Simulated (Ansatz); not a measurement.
Relaxed Cu (fcc, Cu type):

```
CELL_PARAMETERS angstrom
      3.56378     0.00000     0.00000
      0.00000     3.56378     0.00000
      0.00000     0.00000     3.56378
ATOMIC_POSITIONS crystal
  Cu 0.00000 0.00000 0.00000
  Cu 0.50000 0.50000 0.00000
  Cu 0.50000 0.00000 0.50000
  Cu 0.00000 0.50000 0.50000
```

In each cell atom 4 (Cu, nearest neighbour Cu at 2.520 Å; its periodic images, 3.6 Å or more away, move with it) moves by s·(1.000, 0.000, 0.000) (along Cartesian x), the rest being held.

Computed with PBEsol (plane waves to 420 eV, PAW, scalar-relativistic; Ansatz, an electronic-structure program). k mesh 11×11×11 (Γ-centred), Fermi-Dirac smearing 0.05 eV. With partly filled bands, energies and forces of such displacements shift with the k mesh and the smearing. F∥ is the force on the atom along that direction. Cu is run without spin polarisation. Cu was relaxed with its symmetry unable to fall. 

```
s (Å)   F∥ (eV/Å)
------  ---------
-0.250      2.022
-0.200      1.592
-0.150      1.179
-0.100      0.779
-0.050      0.387
0.000       0.000
0.050      -0.387
0.100      -0.779
0.150      -1.179
0.200      -1.592
0.250      -2.022
```

### Question
What is the force constant k = d²E/ds² of this move at s = 0?

### Answer
7.73 eV/Å². The forces along the line at the two nearest points give (0.387 − (-0.387)) / (2·0.050) = 7.74 eV/Å²; the next pair corrects for the finite step.

(A displaced cell: forces are minus the slopes of the energy, force constants its curvatures, and phonons follow from these.)
